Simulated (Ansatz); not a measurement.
Input, command and steps of an Ansatz relaxation.

```yaml
crystal:
  lattice:
    - [6.3571987179, 0.0, 0.0142966295]
    - [0.0, 3.7198096991, 0.0]
    - [-1.4432459739, 0.0, 10.2009440296]
  atoms:
    - { symbol: Ti, position: [0.5543340232, 0.75, 0.9013231568] }
    - { symbol: Ti, position: [0.4456659768, 0.25, 0.0986768432] }
    - { symbol: Ti, position: [0.6922057902, 0.75, 0.5616172493] }
    - { symbol: Ti, position: [0.3077942098, 0.25, 0.4383827507] }
    - { symbol: Ti, position: [0.2561579996, 0.75, 0.6601823449] }
    - { symbol: Ti, position: [0.7438420004, 0.25, 0.3398176551] }
    - { symbol: Pb, position: [0.0188134093, 0.75, 0.1565446458] }
    - { symbol: Pb, position: [0.9811865907, 0.25, 0.8434553542] }
    - { symbol: O, position: [0.4723914433, 0.75, 0.0778352069] }
    - { symbol: O, position: [0.5276085567, 0.25, 0.9221647931] }
    - { symbol: O, position: [0.7407166491, 0.75, 0.3764407689] }
    - { symbol: O, position: [0.2592833509, 0.25, 0.6235592311] }
    - { symbol: O, position: [0.3574571558, 0.75, 0.4780932752] }
    - { symbol: O, position: [0.6425428442, 0.25, 0.5219067248] }
    - { symbol: O, position: [0.8390094815, 0.75, 0.9484922644] }
    - { symbol: O, position: [0.1609905185, 0.25, 0.0515077356] }
    - { symbol: O, position: [0.9583908449, 0.75, 0.6261966048] }
    - { symbol: O, position: [0.0416091551, 0.25, 0.3738033952] }
    - { symbol: O, position: [0.5713376339, 0.75, 0.7168150837] }
    - { symbol: O, position: [0.4286623661, 0.25, 0.2831849163] }
    - { symbol: O, position: [0.2446340641, 0.75, 0.8314502992] }
    - { symbol: O, position: [0.7553659359, 0.25, 0.1685497008] }
basis:
  ecutwfc: 420
kpoints:
  mp_grid: { grid: [4, 8, 4] }
hamiltonian:
  xc: pbesol
scf:
  occupations: { method: gaussian, width: 0.02 }
output:
  forces: true
  stress: true
  eigenvalues: true
relax:
  adjacent_minimum: "off"
  f_tol: 0.01
  max_steps: 30
  cell: { stress_tol: 0.1, fix: [volume] }
```

```bash
ansatz run input.yaml --threads 4 --pin off --max-ram 10240MiB --backend cpu --events-out ev --progress --plain --runs-dir out
```

Method: Ansatz, DFT PBEsol, scalar-relativistic, plane waves, PAW.

The volume is held at 0.91 times that of the relaxed cell.

Of 9 frames 8 are shown, positions in Å and forces in eV/Å; the SCF threshold varies from step to step. Steps run on the plane waves of an earlier cell, with a Pulay correction in the pressure. The basis is chosen afresh for the last frame, the zero of the energies, and at times for earlier ones too; energy and pressure can step there, also at an unchanged geometry. Where two frames share a geometry here, they differ by under 2 meV/atom and 0.3 GPa. The mark taken_back stands on steps that the optimiser undid.

```xyz
22
Lattice="6.3572 0.0000 0.0143 0.0000 3.7198 0.0000 -1.4432 0.0000 10.2009" Properties=species:S:1:pos:R:3:forces:R:3 pbc="T T T" step=1 free_energy_over_end_meV_per_atom=2.55 pressure_GPa=18.16
Ti    2.2232    2.7899    9.2023   -0.1145    0.0000   -0.0986
Ti    2.6908    0.9300    1.0130    0.1145    0.0000    0.0986
Ti    3.5899    2.7899    5.7389   -0.1993    0.0000   -0.0795
Ti    1.3240    0.9300    4.4763    0.1993    0.0000    0.0795
Ti    0.6756    2.7899    6.7381    0.0964    0.0000   -0.2263
Ti    4.2383    0.9300    3.4771   -0.0964    0.0000    0.2263
Pb   -0.1063    2.7899    1.5972    0.0721    0.0000    0.2407
Pb    5.0203    0.9300    8.6181   -0.0721    0.0000   -0.2407
O     2.8908    2.7899    0.8007   -0.0350    0.0000    0.1977
O     2.0232    0.9300    9.4145    0.0350    0.0000   -0.1977
O     4.1656    2.7899    3.8506    0.0617    0.0000   -0.1458
O     0.7484    0.9300    6.3646   -0.0617    0.0000    0.1458
O     1.5824    2.7899    4.8821    0.0305    0.0000   -0.1303
O     3.3315    0.9300    5.3331   -0.0305    0.0000    0.1303
O     3.9648    2.7899    9.6875    0.3412    0.0000    0.1490
O     0.9491    0.9300    0.5277   -0.3412    0.0000   -0.1490
O     5.1889    2.7899    6.4015    0.2135    0.0000    0.1078
O    -0.2750    0.9300    3.8137   -0.2135    0.0000   -0.1078
O     2.5976    2.7899    7.3204    0.0980    0.0000    0.0957
O     2.3164    0.9300    2.8949   -0.0980    0.0000   -0.0957
O     0.3552    2.7899    8.4851   -0.2528    0.0000    0.4669
O     4.5588    0.9300    1.7302    0.2528    0.0000   -0.4669
22
Lattice="6.3541 0.0000 0.0062 0.0000 3.7305 0.0000 -1.4555 0.0000 10.1785" Properties=species:S:1:pos:R:3:forces:R:3 pbc="T T T" step=2 free_energy_over_end_meV_per_atom=0.91 pressure_GPa=16.53
Ti    2.2226    2.7979    9.1876    0.1183    0.0000    0.1938
Ti    2.6760    0.9326    0.9972   -0.1183    0.0000   -0.1938
Ti    3.5854    2.7979    5.7168   -0.1413    0.0000   -0.1276
Ti    1.3132    0.9326    4.4679    0.1413    0.0000    0.1276
Ti    0.6768    2.7979    6.7342    0.0613    0.0000    0.0522
Ti    4.2219    0.9326    3.4505   -0.0613    0.0000   -0.0522
Pb   -0.0832    2.7979    1.6404    0.0325    0.0000   -0.2471
Pb    4.9818    0.9326    8.5444   -0.0325    0.0000    0.2471
O     2.8813    2.7979    0.8029   -0.0124    0.0000    0.1454
O     2.0173    0.9326    9.3818    0.0124    0.0000   -0.1454
O     4.1541    2.7979    3.8202    0.0161    0.0000   -0.0400
O     0.7445    0.9326    6.3645   -0.0161    0.0000    0.0400
O     1.5738    2.7979    4.8661    0.0136    0.0000   -0.0862
O     3.3248    0.9326    5.3186   -0.0136    0.0000    0.0862
O     3.9703    2.7979    9.6847    0.0325    0.0000   -0.0516
O     0.9283    0.9326    0.5000   -0.0325    0.0000    0.0516
O     5.1880    2.7979    6.3821    0.0858    0.0000   -0.0315
O    -0.2894    0.9326    3.8026   -0.0858    0.0000    0.0315
O     2.6040    2.7979    7.3078    0.0289    0.0000   -0.0176
O     2.2946    0.9326    2.8769   -0.0289    0.0000    0.0176
O     0.3411    2.7979    8.4871   -0.1545    0.0000    0.0115
O     4.5575    0.9326    1.6977    0.1545    0.0000   -0.0115
22
Lattice="6.3477 0.0000 0.0163 0.0000 3.7365 0.0000 -1.4379 0.0000 10.1701" Properties=species:S:1:pos:R:3:forces:R:3 pbc="T T T" step=3 free_energy_over_end_meV_per_atom=0.28 pressure_GPa=16.23
Ti    2.2340    2.8024    9.1895    0.0594    0.0000    0.0768
Ti    2.6758    0.9341    0.9969   -0.0594    0.0000   -0.0768
Ti    3.5906    2.8024    5.7121   -0.0185    0.0000   -0.0860
Ti    1.3192    0.9341    4.4743    0.0185    0.0000    0.0860
Ti    0.6879    2.8024    6.7391   -0.0148    0.0000    0.0553
Ti    4.2219    0.9341    3.4473    0.0148    0.0000   -0.0553
Pb   -0.0744    2.8024    1.6267   -0.0018    0.0000   -0.0550
Pb    4.9842    0.9341    8.5597    0.0018    0.0000    0.0550
O     2.8804    2.8024    0.8168   -0.0069    0.0000    0.0616
O     2.0294    0.9341    9.3696    0.0069    0.0000   -0.0616
O     4.1562    2.8024    3.8131   -0.0105    0.0000   -0.0073
O     0.7536    0.9341    6.3733    0.0105    0.0000    0.0073
O     1.5796    2.8024    4.8645    0.0097    0.0000   -0.0295
O     3.3302    0.9341    5.3219   -0.0097    0.0000    0.0295
O     3.9825    2.8024    9.6822   -0.0240    0.0000   -0.0096
O     0.9273    0.9341    0.5042    0.0240    0.0000    0.0096
O     5.1946    2.8024    6.3813    0.0471    0.0000   -0.0486
O    -0.2848    0.9341    3.8051   -0.0471    0.0000    0.0486
O     2.6162    2.8024    7.3086   -0.0306    0.0000    0.0217
O     2.2936    0.9341    2.8778    0.0306    0.0000   -0.0217
O     0.3443    2.8024    8.4927   -0.0396    0.0000   -0.0215
O     4.5655    0.9341    1.6937    0.0396    0.0000    0.0215
22
Lattice="6.3420 0.0000 0.0244 0.0000 3.7429 0.0000 -1.4235 0.0000 10.1599" Properties=species:S:1:pos:R:3:forces:R:3 pbc="T T T" step=4 free_energy_over_end_meV_per_atom=0.09 pressure_GPa=15.94
Ti    2.2436    2.8072    9.1885    0.0421    0.0000    0.0005
Ti    2.6750    0.9357    0.9958   -0.0421    0.0000   -0.0005
Ti    3.5950    2.8072    5.7038    0.0197    0.0000   -0.0317
Ti    1.3235    0.9357    4.4805   -0.0197    0.0000    0.0317
Ti    0.6960    2.8072    6.7409   -0.0246    0.0000    0.0470
Ti    4.2226    0.9357    3.4435    0.0246    0.0000   -0.0470
Pb   -0.0682    2.8072    1.6218   -0.0069    0.0000    0.0149
Pb    4.9868    0.9357    8.5625    0.0069    0.0000   -0.0149
O     2.8787    2.8072    0.8283    0.0010    0.0000   -0.0089
O     2.0399    0.9357    9.3561   -0.0010    0.0000    0.0089
O     4.1550    2.8072    3.8038   -0.0172    0.0000    0.0179
O     0.7636    0.9357    6.3806    0.0172    0.0000   -0.0179
O     1.5843    2.8072    4.8625    0.0014    0.0000   -0.0020
O     3.3342    0.9357    5.3218   -0.0014    0.0000    0.0020
O     3.9914    2.8072    9.6799   -0.0426    0.0000    0.0026
O     0.9272    0.9357    0.5045    0.0426    0.0000   -0.0026
O     5.2013    2.8072    6.3718    0.0238    0.0000   -0.0373
O    -0.2827    0.9357    3.8125   -0.0238    0.0000    0.0373
O     2.6244    2.8072    7.3065   -0.0281    0.0000    0.0202
O     2.2942    0.9357    2.8778    0.0281    0.0000   -0.0202
O     0.3482    2.8072    8.4940   -0.0007    0.0000   -0.0385
O     4.5703    0.9357    1.6903    0.0007    0.0000    0.0385
22
Lattice="6.3394 0.0000 0.0253 0.0000 3.7461 0.0000 -1.4214 0.0000 10.1554" Properties=species:S:1:pos:R:3:forces:R:3 pbc="T T T" step=5 free_energy_over_end_meV_per_atom=0.05 pressure_GPa=15.85
Ti    2.2448    2.8096    9.1858    0.0192    0.0000   -0.0054
Ti    2.6731    0.9365    0.9948   -0.0192    0.0000    0.0054
Ti    3.5952    2.8096    5.6980    0.0196    0.0000   -0.0117
Ti    1.3227    0.9365    4.4827   -0.0196    0.0000    0.0117
Ti    0.6981    2.8096    6.7399   -0.0208    0.0000    0.0229
Ti    4.2198    0.9365    3.4408    0.0208    0.0000   -0.0229
Pb   -0.0659    2.8096    1.6226   -0.0096    0.0000    0.0179
Pb    4.9838    0.9365    8.5580    0.0096    0.0000   -0.0179
O     2.8767    2.8096    0.8297    0.0032    0.0000   -0.0180
O     2.0412    0.9365    9.3509   -0.0032    0.0000    0.0180
O     4.1494    2.8096    3.7985   -0.0108    0.0000    0.0142
O     0.7685    0.9365    6.3822    0.0108    0.0000   -0.0142
O     1.5844    2.8096    4.8603   -0.0025    0.0000   -0.0033
O     3.3335    0.9365    5.3203    0.0025    0.0000    0.0033
O     3.9907    2.8096    9.6778   -0.0178    0.0000    0.0050
O     0.9272    0.9365    0.5028    0.0178    0.0000   -0.0050
O     5.2042    2.8096    6.3605    0.0036    0.0000   -0.0222
O    -0.2862    0.9365    3.8201   -0.0036    0.0000    0.0222
O     2.6259    2.8096    7.3041   -0.0111    0.0000    0.0156
O     2.2920    0.9365    2.8765    0.0111    0.0000   -0.0156
O     0.3469    2.8096    8.4910    0.0017    0.0000   -0.0175
O     4.5710    0.9365    1.6896   -0.0017    0.0000    0.0175
22
Lattice="6.3402 0.0000 0.0262 0.0000 3.7463 0.0000 -1.4202 0.0000 10.1534" Properties=species:S:1:pos:R:3:forces:R:3 pbc="T T T" step=6 free_energy_over_end_meV_per_atom=0.07 pressure_GPa=15.84 taken_back
Ti    2.2467    2.8097    9.1826    0.0291    0.0000    0.0222
Ti    2.6733    0.9366    0.9969   -0.0291    0.0000   -0.0222
Ti    3.5959    2.8097    5.6953   -0.0559    0.0000    0.0194
Ti    1.3241    0.9366    4.4843    0.0559    0.0000   -0.0194
Ti    0.6921    2.8097    6.7399    0.1143    0.0000    0.0000
Ti    4.2279    0.9366    3.4397   -0.1143    0.0000    0.0000
Pb   -0.0670    2.8097    1.6238    0.0211    0.0000   -0.0237
Pb    4.9870    0.9366    8.5558   -0.0211    0.0000    0.0237
O     2.8775    2.8097    0.8295    0.0035    0.0000   -0.0070
O     2.0426    0.9366    9.3500   -0.0035    0.0000    0.0070
O     4.1475    2.8097    3.7966    0.0056    0.0000    0.0045
O     0.7726    0.9366    6.3830   -0.0056    0.0000   -0.0045
O     1.5854    2.8097    4.8599   -0.0091    0.0000    0.0060
O     3.3347    0.9366    5.3197    0.0091    0.0000   -0.0060
O     3.9918    2.8097    9.6770    0.0055    0.0000    0.0095
O     0.9283    0.9366    0.5026   -0.0055    0.0000   -0.0095
O     5.2075    2.8097    6.3541   -0.0179    0.0000   -0.0146
O    -0.2874    0.9366    3.8255    0.0179    0.0000    0.0146
O     2.6287    2.8097    7.3040   -0.0224    0.0000   -0.0383
O     2.2913    0.9366    2.8755    0.0224    0.0000    0.0383
O     0.3464    2.8097    8.4903   -0.0076    0.0000   -0.0138
O     4.5736    0.9366    1.6892    0.0076    0.0000    0.0138
22
Lattice="6.3395 0.0000 0.0254 0.0000 3.7462 0.0000 -1.4213 0.0000 10.1549" Properties=species:S:1:pos:R:3:forces:R:3 pbc="T T T" step=7 free_energy_over_end_meV_per_atom=0.03 pressure_GPa=15.86
Ti    2.2461    2.8096    9.1854    0.0096    0.0000    0.0004
Ti    2.6722    0.9365    0.9950   -0.0096    0.0000   -0.0004
Ti    3.5952    2.8096    5.6972    0.0128    0.0000   -0.0025
Ti    1.3230    0.9365    4.4832   -0.0128    0.0000    0.0025
Ti    0.6976    2.8096    6.7399   -0.0015    0.0000    0.0078
Ti    4.2206    0.9365    3.4405    0.0015    0.0000   -0.0078
Pb   -0.0660    2.8096    1.6239   -0.0055    0.0000    0.0063
Pb    4.9842    0.9365    8.5565    0.0055    0.0000   -0.0063
O     2.8766    2.8096    0.8287    0.0008    0.0000   -0.0053
O     2.0417    0.9365    9.3517   -0.0008    0.0000    0.0053
O     4.1479    2.8096    3.7985   -0.0046    0.0000    0.0017
O     0.7704    0.9365    6.3819    0.0046    0.0000   -0.0017
O     1.5845    2.8096    4.8598    0.0012    0.0000   -0.0024
O     3.3338    0.9365    5.3205   -0.0012    0.0000    0.0024
O     3.9910    2.8096    9.6785   -0.0047    0.0000    0.0025
O     0.9273    0.9365    0.5019    0.0047    0.0000   -0.0025
O     5.2056    2.8096    6.3570   -0.0018    0.0000   -0.0131
O    -0.2873    0.9365    3.8234    0.0018    0.0000    0.0131
O     2.6264    2.8096    7.3044   -0.0044    0.0000    0.0029
O     2.2919    0.9365    2.8760    0.0044    0.0000   -0.0029
O     0.3468    2.8096    8.4901   -0.0051    0.0000   -0.0038
O     4.5714    0.9365    1.6903    0.0051    0.0000    0.0038
22
Lattice="6.3397 0.0000 0.0244 0.0000 3.7463 0.0000 -1.4230 0.0000 10.1544" Properties=species:S:1:pos:R:3:forces:R:3 pbc="T T T" step=9 free_energy_over_end_meV_per_atom=0.00 pressure_GPa=15.82
Ti    2.2463    2.8098    9.1848    0.0057    0.0000    0.0003
Ti    2.6705    0.9366    0.9939   -0.0057    0.0000   -0.0003
Ti    3.5954    2.8098    5.6948   -0.0019    0.0000    0.0076
Ti    1.3214    0.9366    4.4840    0.0019    0.0000   -0.0076
Ti    0.6979    2.8098    6.7400    0.0048    0.0000    0.0036
Ti    4.2189    0.9366    3.4388   -0.0048    0.0000   -0.0036
Pb   -0.0663    2.8098    1.6258   -0.0031    0.0000   -0.0035
Pb    4.9831    0.9366    8.5530    0.0031    0.0000    0.0035
O     2.8758    2.8098    0.8276    0.0038    0.0000   -0.0013
O     2.0410    0.9366    9.3512   -0.0038    0.0000    0.0013
O     4.1442    2.8098    3.7959    0.0017    0.0000   -0.0015
O     0.7725    0.9366    6.3829   -0.0017    0.0000    0.0015
O     1.5840    2.8098    4.8588   -0.0024    0.0000    0.0017
O     3.3328    0.9366    5.3200    0.0024    0.0000   -0.0017
O     3.9906    2.8098    9.6781   -0.0054    0.0000   -0.0020
O     0.9261    0.9366    0.5006    0.0054    0.0000    0.0020
O     5.2073    2.8098    6.3505    0.0020    0.0000   -0.0011
O    -0.2905    0.9366    3.8283   -0.0020    0.0000    0.0011
O     2.6270    2.8098    7.3038   -0.0029    0.0000    0.0022
O     2.2898    0.9366    2.8750    0.0029    0.0000   -0.0022
O     0.3449    2.8098    8.4894    0.0016    0.0000   -0.0071
O     4.5719    0.9366    1.6894   -0.0016    0.0000    0.0071
```

Time: 2.1 min on 4 threads of Intel(R) Xeon(R) 6975P-C (Granite Rapids), on a shared host, peak memory 1.6 GiB.

Spin–orbit coupling is left out, which can shift energies with elements as heavy as these.